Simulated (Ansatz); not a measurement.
Start of a relaxation of Li3Dy:

```yaml
crystal:
  lattice:
    - [3.61242, 0.00000, 0.00000]
    - [0.00000, 3.61242, 0.00000]
    - [0.00000, 0.00000, 4.92580]
  atoms:
    - { symbol: Li, position: [0.00000, 0.00000, 0.00000] }
    - { symbol: Li, position: [0.50000, 0.50000, 0.00000] }
    - { symbol: Li, position: [0.00000, 0.00000, 0.50000] }
    - { symbol: Dy, position: [0.50000, 0.50000, 0.50000] }
```

Theory: DFT PBE, scalar-relativistic, plane waves, PAW, and for the lanthanide a 4f-in-core norm-conserving potential, in Ansatz. Cutoff 630 eV, Gaussian smearing, Γ-centred meshes. Cell and atoms relax first on a coarse mesh and then on a finer one. In between, the cell is made exact in the group found at 0.06 Å. In metals the finer mesh still leaves noise of several meV/atom or more. The steps can't lower the symmetry of their start. No spin polarisation.

A guess keeps its type if space group and coordination stay and the shape of the cell changes little (axis ratios within about 15 %, angles within 6°); the volume may change.

Problem. Does this structure survive the relaxation?

Solution. It keeps its type. The symmetry stays P4/mmm (No. 123). The volume per atom grows by 58.7 %, from 16.1 to 25.5 Å³. The shortest distance goes from 2.46 Å (Li–Dy and Li–Li) to 2.92 Å (Li–Dy and Li–Li). The ratio c/a of the conventional cell changes by a factor of 1.07. Counting neighbours within 15 % of an atom's shortest distance, the start has Dy 6, Li 6 and the end Dy 6, Li 6.

The zero of energy is the elements' standard structures at the same level; no fitted shifts are applied.

Problem. At what energy does it end?

Solution. +0.46 eV/atom. The separate elements lie lower, so it is unstable against them.

The last run used a 12×12×8 mesh (in the run's order of axes) for its 4-atom cell and Gaussian smearing of 0.10 eV. Symmetry constrained the relaxation, so the result can be a saddle point. Another cell of Li3Dy relaxed alike, in P4/mmm, lies 0.36 eV/atom lower, so this cell isn't the stable form at this level.

The lanthanide is trivalent by construction, without f bands, f moments or other valences. The reference runs of the other elements, and any phases without the lanthanide, used 420 eV, which shifts energies against them by under 10 meV/atom. The lanthanide's reference is the lowest of its hcp, dhcp and fcc cells.
